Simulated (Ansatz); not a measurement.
Consider the following.

Si:
```xyz
6
Lattice="1.9190 1.1079 9.4821 -1.9190 1.1079 9.4821 0.0000 -2.2158 9.4821" Properties=species:S:1:pos:R:3 pbc="T T T"
Si     0.0000     0.0000    20.9339
Si     0.0000     0.0000    23.3067
Si     0.0000     0.0000     5.1396
Si     0.0000     0.0000     7.5124
Si     0.0000     0.0000    27.2696
Si     0.0000     0.0000     1.1767
```

This is the r²SCAN-relaxed structure. x, y and z are the axes in which the lattice vectors are written.

Q: All from r²SCAN in the plane-wave PAW code Ansatz, unless another level is named. Predict the Hill bulk and shear moduli.

A: 96.9 and 67.8 GPa.

Q: Give the elastic constants (relaxed ions, GPa).

A: C11 = 197, C12 = 53.6, C13 = 37.9, C14 = 4.2, C33 = 219, C44 = 55.8.

Space group R-3m. The start of the workflow was typed in or built on a structure type; neither database checked (COD, Materials Project) lists it. It is not the phase usual at ambient conditions (space group No. 227). Symmetry was held in the r²SCAN relaxation; its stability against distortions is not shown here.

Potentials: the later of the program's two PAW sets.
